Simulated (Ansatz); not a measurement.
MgBr₂ (CdI2 type)

```cif
data_Br2Mg
_chemical_formula_sum 'Mg1 Br2'
_space_group_name_H-M_alt 'P 1'
_space_group_IT_number 1
_cell_length_a 3.82788
_cell_length_b 3.82788
_cell_length_c 6.26170
_cell_angle_alpha 90.000
_cell_angle_beta 90.000
_cell_angle_gamma 120.000
loop_
_space_group_symop_operation_xyz
  'x, y, z'
loop_
_atom_site_label
_atom_site_type_symbol
_atom_site_fract_x
_atom_site_fract_y
_atom_site_fract_z
_atom_site_occupancy
Mg1 Mg 0.00000 0.00000 0.00000 1
Br1 Br 0.33333 0.66667 0.23946 1
Br2 Br 0.66667 0.33333 0.76054 1
```

E(V) scan at fixed shape, V₀ the volume above. The atoms relax within the cell's symmetry.

Computed with r2SCAN+rVV10 (plane waves to 500 eV, PAW, scalar-relativistic; Ansatz, an electronic-structure program). k mesh 10×10×6 (Γ-centred), Fermi-Dirac smearing 0.05 eV. The energy includes the smearing's −TS. Compression counts positive. With the shape held, the modulus is that of even scaling; a crystal free to change shape is softer. MgBr2 was relaxed with its symmetry unable to fall. The zero of ΔE is the relaxed starting cell.

The scan covers V/V₀ from 0.940 to 1.060 in 13 points.

What is the fitted pressure derivative B₀′?

5.5.

What bulk modulus at fixed cell shape B₀ follows from a third-order Birch-Murnaghan fit?

24.1 GPa.

(A scan under strain: stresses follow from slopes of the energy per volume, elastic moduli from its curvatures.)
